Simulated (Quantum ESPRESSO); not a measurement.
Kohn-Sham bands of Mg₃ZnO₄ (P4/mmm)

```
Mg3ZnO4
1.0
    3.02619     0.00000     0.00000
    0.00000     3.02619     0.00000
    0.00000     0.00000     8.55324
Mg Zn O
3 1 4
Cartesian
  1.51310   1.51310  -2.13463
  1.51310   1.51310   2.13463
  0.00000   0.00000   4.27662
  0.00000   0.00000   0.00000
  0.00000   0.00000   2.16465
  0.00000   0.00000  -2.16465
  1.51310   1.51310   0.00000
  1.51310   1.51310   4.27662
```

Cell from Materials Project (mp-1222124), symmetrised, no further relaxation. Not found in the COD (Crystallography Open Database) copy used; not checked further. Computed values, not measurements, from LDA: Quantum ESPRESSO (norm-conserving PseudoDojo potentials, cutoff 68 Ry, no spin polarisation, no spin-orbit coupling) on a Γ-centred 6×6×4 mesh, then Wannier90. Density: 10×10×4 mesh, cold smearing 0.01 Ry.

**Question.** List the Kohn-Sham levels between −8 and 5.5 eV relative to the valence-band maximum at the high-symmetry points, as a band run of pw.x on that density gives them (levels within 2 meV counted together).

**Answer.** 
```
point  k (reciprocal lattice)                                                                                                              levels (eV)
-----  ----------------------  -----------------------------------------------------------------------------------------------------------------------
Γ           0.000 0.000 0.000        -5.33, -5.23, -4.85, -4.81 (×2), -4.69, -3.34, -2.78, -2.27 (×2), -1.61 (×2), -1.34 (×2), -0.82, -0.76 (×2), 2.46
X           0.000 0.500 0.000     -6.69, -6.07, -5.73, -5.47, -4.77, -4.38, -4.27, -4.13, -3.71, -2.87, -2.19, -1.36, -1.33, -1.25, -1.21, -0.48, 0.00
M           0.500 0.500 0.000        -5.22 (×2), -5.09, -4.93 (×2), -4.47, -4.23, -3.83 (×2), -3.21 (×2), -2.54, -2.24, -2.19, -2.09 (×2), -2.02, 5.04
Z           0.000 0.000 0.500  -5.48, -5.23, -4.81 (×2), -4.69, -4.63, -3.62, -2.23 (×2), -1.89, -1.77 (×2), -1.75, -1.16 (×2), -0.82 (×2), 3.24, 4.73
R           0.000 0.500 0.500     -6.66, -5.97, -5.73, -5.16, -4.77, -4.77, -4.74, -4.18, -3.73, -2.03, -1.78, -1.76, -1.36, -1.25, -1.21, -0.86, 0.00
A           0.500 0.500 0.500        -5.26 (×2), -5.05, -4.82 (×2), -4.47, -4.23, -4.09 (×2), -2.85 (×2), -2.46, -2.45, -2.28 (×2), -2.12, -2.03, 5.23
```
